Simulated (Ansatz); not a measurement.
VCo3 (Cu3Au type, space group No. 221) at seven volumes, the program Ansatz at the PBEsol level (PAW), scaled uniformly. One row is withheld.

```json
[
 {"V (Å³/atom)": "9.473", "P (GPa)": "?"},
 {"V (Å³/atom)": "9.785", "P (GPa)": "19.79"},
 {"V (Å³/atom)": "10.097", "P (GPa)": "9.07"},
 {"V (Å³/atom)": "10.409", "P (GPa)": "-0.02"},
 {"V (Å³/atom)": "10.722", "P (GPa)": "-7.72"},
 {"V (Å³/atom)": "11.034", "P (GPa)": "-14.24"},
 {"V (Å³/atom)": "11.346", "P (GPa)": "-19.76"}
]
```

Task: Fit the shown pressures and predict the withheld one.

Result: P = (3/2)B₀(x^(7/2) − x^(5/2))[1 + (3/4)(B′ − 4)(x − 1)] with x = (V₀/V)^(2/3). Least squares on the six rows gives V₀ = 10.409 Å³/atom, B₀ = 278 GPa, B′ = 4.53. At V = 9.473, x = 1.0648 and P = 32.45 GPa. The run itself gave 32.45 GPa.

Space group Pm-3m (Cu3Au type). The workflow started from a Materials Project entry (that database holds measured and hypothetical structures alike); the Crystallography Open Database copy checked does not list it. With V and Co taken as one species the cell has the higher symmetry Fm-3m, so it may be an ordered model of a mixed-site phase. Whether it is the stable phase at ambient conditions was not checked. The PBEsol relaxation kept the symmetry of its start; of distortions, only those at the zone centre were tested. The run is not spin-polarised.

Potentials: the later of the program's two PAW sets.
